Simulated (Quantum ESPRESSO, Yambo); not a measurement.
# Quasiparticle gap of RbOH

```
CELL_PARAMETERS angstrom
      2.05890    -5.39405     0.00000
      2.05890     5.39405     0.00000
      0.00000     0.00000     4.20269
ATOMIC_POSITIONS crystal
  H  0.96775 0.03225 0.39679
  H  0.03225 0.96775 0.89679
  O  0.90179 0.09821 0.23754
  O  0.09821 0.90179 0.73754
  Rb 0.63821 0.36179 0.26106
  Rb 0.36179 0.63821 0.76106
```

The geometry is that of Materials Project entry mp-626620, symmetrised and not relaxed again.

Starting point: PBEsol (pw.x of Quantum ESPRESSO, ONCV potentials, with spin-orbit coupling). G0W0 in Yambo: 4×4×2 Γ-centred k mesh, 200 bands and a 6 Ry block in the screening, 200 bands in G with the Bruneval-Gonze terminator, plasmon pole fitted at 27.2 eV.

| Property | Value |
|---|---|
| PBEsol gap along the band path | 3.58 eV |
| PBEsol gap between the mesh's edge points (Γ → Γ) | 3.58 eV |
| G0W0 gap between the same points | 5.88 eV |

```tsv
k point	band	E PBEsol (eV)	E QP (eV)	shift (eV)	Z
Γ	VB−2	-0.22	-1.62	-1.40	0.80
Γ	VB−1	0.00	-1.41	-1.41	0.80
Γ	VB	0.00	-1.41	-1.41	0.80
Γ	CB	3.58	4.47	0.89	0.87
Γ	CB+1	3.58	4.47	0.89	0.87
(0, 0, -0.5)	VB	-0.49	-1.93	-1.43	0.80
(0, 0, -0.5)	CB	6.12	7.28	1.16	0.87
(0, -0.5, 0)	VB	-0.47	-1.91	-1.44	0.80
(0, -0.5, 0)	CB	6.21	7.45	1.24	0.86
(0, -0.5, -0.5)	VB	-0.24	-1.67	-1.43	0.80
(0, -0.5, -0.5)	CB	6.01	7.23	1.22	0.88
(-0.5, -0.5, 0)	VB	-0.02	-1.42	-1.40	0.80
(-0.5, -0.5, 0)	CB	5.18	6.32	1.13	0.88
(-0.5, -0.5, -0.5)	VB	-0.48	-1.96	-1.48	0.80
(-0.5, -0.5, -0.5)	CB	6.18	7.41	1.22	0.87
```

Energies count from the PBEsol valence-band maximum.

Convergence of the G0W0 settings was not tested.

The structure is a Materials Project entry; no match was found in the copy of COD used, and its stability was not checked.
